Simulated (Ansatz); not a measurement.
Relaxed-ion elastic tensor of Ca3SnO (anti-perovskite, space group No. 221) in GPa (Voigt order), LDA (plane waves, PAW; program Ansatz); density 4.06 g/cm³, 20.84 Å³ per atom.

```
 133  33.8  33.8   0.0   0.0   0.0
33.8   133  33.8   0.0   0.0   0.0
33.8  33.8   133   0.0   0.0   0.0
 0.0   0.0   0.0  57.7   0.0   0.0
 0.0   0.0   0.0   0.0  57.7   0.0
 0.0   0.0   0.0   0.0   0.0  57.7
```

Task: Is the crystal mechanically stable?

Result: Yes: the smallest eigenvalue of C is 57.7 GPa.

Task: Work out the Voigt, Reuss and Hill averages.

Result: K_V = 66.8, K_R = 66.8, K_H = 66.8; G_V = 54.4, G_R = 54.1, G_H = 54.3 GPa.

Task: Give Young's modulus, Poisson's ratio, Pugh's ratio and the universal anisotropy index.

Result: E = 9KG/(3K + G) = 128 GPa; ν = 0.18; K/G = 1.23 (brittle by the Pugh limit of 1.75); A_U = 5G_V/G_R + K_V/K_R − 6 = 0.03.

Task: Estimate the sound speeds and the Debye temperature.

Result: v_l = √((K + 4G/3)/ρ) = 5850 m/s, v_t = √(G/ρ) = 3660 m/s, mean 4030 m/s; Θ = (h/k)(3n/4πV)^(1/3) v_m = 436 K.

Task: Give the Zener ratio and Young's modulus along [100], [110] and [111].

Result: A = 2C44/(C11 − C12) = 1.17; 1/E = S11 − 2(S11 − S12 − S44/2)Γ with Γ = 0, 1/4, 1/3 gives 119, 130, 134 GPa.

Space group Pm-3m (anti-perovskite). The workflow started from a Materials Project entry (that database holds measured and hypothetical structures alike); the Crystallography Open Database files this formula in space group No. 221, but the cells were not matched. Its standing as an ambient phase is unchecked. The cell was relaxed with LDA under the symmetry of its start; of distortions, only those at the zone centre were tested. As this level gives no gap, shear constants depend on the k-mesh and smearing (Fermi–Dirac, 0.1 eV here). Spin–orbit coupling is left out wherever it is not named.

Potentials: the later of the program's two PAW sets.
